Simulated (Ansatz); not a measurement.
**InRuC4N4: from a guess to a relaxed structure**

Level of theory: DFT PBE, scalar-relativistic, plane waves, PAW in Ansatz 0.2.0. Cutoff 420 eV, Gaussian smearing, Γ-centred meshes. Cell and atoms relax first on a coarse mesh and then on a converged one. In between, the cell is made exact in the group found at 0.06 Å. The steps can't lower the symmetry of their start. Collinear spin, starting moments Ru 1.0 μB.

The cell of InRuC4N4 is invented: two interpenetrating cyanide-bridged diamond nets (P-43m, No. 215). Its size is a rough estimate.

Space group P-43m (No. 215). a = 5.954 Å, b = 5.954 Å, c = 5.954 Å, α = 90.00°, β = 90.00°, γ = 90.00°
| atom | site | symmetry | x | y | z |
| --- | --- | --- | --- | --- | --- |
| In | 1a | -43m | 0.0000 | 0.0000 | 0.0000 |
| Ru | 1b | -43m | 0.5000 | 0.5000 | 0.5000 |
| C | 4e | .3m | 0.1940 | 0.1940 | 0.1940 |
| N | 4e | .3m | 0.3075 | 0.3075 | 0.3075 |

Formation energies are uncorrected and refer to the elements' standard structures at the same level (N₂ as a molecule).

Problem. What does it relax into?

Solution. The symmetry stays P-43m (No. 215). The volume per atom grows by 13.0 %, from 21.1 to 23.8 Å³. The shortest distance stays 1.17 Å (C–N). The energy falls by about 0.08 eV/atom (the start's value is from the coarse mesh). Conventional cell: a = 6.201 Å. Around In lie 4 C at 2.16 Å; Ru has 4 N at 2.04 Å; C has 1 N at 1.17 Å and 1 In at 2.16 Å; N has 1 C at 1.17 Å and 1 Ru at 2.04 Å.

```
CELL_PARAMETERS angstrom
6.20100 0.00000 0.00000
0.00000 6.20100 0.00000
0.00000 0.00000 6.20100
ATOMIC_POSITIONS crystal
In 0.00000 0.00000 0.00000
Ru 0.50000 0.50000 0.50000
C 0.20112 0.20112 0.20112
C 0.20112 0.79888 0.79888
C 0.79888 0.20112 0.79888
C 0.79888 0.79888 0.20112
N 0.31014 0.31014 0.31014
N 0.31014 0.68986 0.68986
N 0.68986 0.31014 0.68986
N 0.68986 0.68986 0.31014
```

Problem. How does it come out in energy, and is it a metal?

Solution. The formation energy is +0.677 eV/atom and the gap on the 6×6×6 mesh of the 10-atom cell is 0.95 eV. The net moment per atom is 0.30 μB and the moment by site is Ru 1.5 μB.

It can't be a ground state, since the elements alone are lower.

The last run used collinear spin and Gaussian smearing of 0.02 eV. Kohn–Sham gaps at this level usually fall short of measured ones. The reference form of C is held partly by dispersion forces, which this level lacks. Another magnetic order may lie lower. A structure relaxed within its symmetry needn't be a true minimum. In all, the 3 runs took 3.9 min on 1 thread of AMD EPYC 7B13 (Zen 3), with other jobs on the host. Site moments count only spheres around the atoms; the net moment includes the space between them.
